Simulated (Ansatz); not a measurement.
# LiHF2 (R-3m), a film clamped to a substrate

Theory: DFT LDA, scalar-relativistic, plane waves, PAW (Ansatz 0.2.0). Cutoff 420 eV, Γ-centred 9×9×9 k-points, Gaussian smearing of 0.05 eV. No spin polarisation. Energies are free energies at this smearing, counted from the undisturbed cell; pressure is positive in compression.

The starting cell (relaxed at this level; it needn't be the usual structure):

```xyz
4
Lattice="1.4428 0.8330 4.3296 -1.4428 0.8330 4.3296 0.0000 -1.6660 4.3296" Properties=species:S:1:pos:R:3 pbc="T T T"
Li    0.0000    0.0000    0.0000
H     0.0000    0.0000    6.4944
F     0.0000    0.0000    5.3580
F     0.0000    0.0000    7.6308
```

The cell (4 atoms, V0 = 31.22 Å³) is strained by p along both x and y and by q along z, fractional coordinates fixed. τp = (1/V0) ∂E/∂p = (σxx + σyy)(1 + p)(1 + q) and τq = (1/V0) ∂E/∂q = σzz(1 + p)², with tension positive.

| p | q | ΔE (meV/atom) | τp (GPa) | τq (GPa) |
| --- | --- | --- | --- | --- |
| 0.000 | 0.000 | 0.00 | 0.10 | 0.02 |
| -0.015 | 0.000 | 1.29 | -3.65 | -0.65 |
| 0.015 | 0.000 | 1.32 | 3.40 | 0.62 |
| 0.000 | -0.015 | 2.54 | -0.57 | -7.10 |
| 0.000 | 0.015 | 2.39 | 0.70 | 6.40 |

**Question.** Get the second derivatives of the energy density.

**Answer.** Central differences give A = ∂τp/∂p = 235 GPa (C11 + C22 + 2 C12), C = ∂τq/∂q = 450 GPa (C33) and the cross term B = ∂τq/∂p = 42 GPa (C13 + C23); ∂τp/∂q = 42 GPa must equal B, and any difference shows higher-order terms. The ions are clamped.

**Question.** A film of this crystal grows with z along the normal on a substrate that imposes p. How does its thickness respond, and what does the misfit cost?

**Answer.** Count p and q from the stress-free cell. A free surface needs τq = 0, so q = −(B/C) p = -0.09 p. The energy density left is (A − B²/C) p²/2 = M p², with the biaxial modulus M = 116 GPa; a misfit of 1 % costs 0.56 meV/atom, against 0.57 meV/atom if the thickness were held.

At p = 0.030 the energies along q are 13.6 (q = -0.030), 6.5 (q = -0.015), 4.9 (q = 0.000), 8.0 (q = 0.015), 15.5 (q = 0.030) meV/atom.

**Question.** Does the linear rule hold at this misfit?

**Answer.** A parabola through the lowest point and its neighbours has its minimum at q = -0.002, 4.8 meV/atom. With the stress left in the starting cell, τp0 and τq0, linear elasticity gives q = −(τq0 + Bp)/C = -0.003 and E = V0(τp0 p + τq0 q + Ap²/2 + Bpq + Cq²/2)/N = 5.2 meV/atom. The two agree within a tenth in energy.

Forces appear on the atoms along this scan, and letting them relax would lower the energy and soften the response.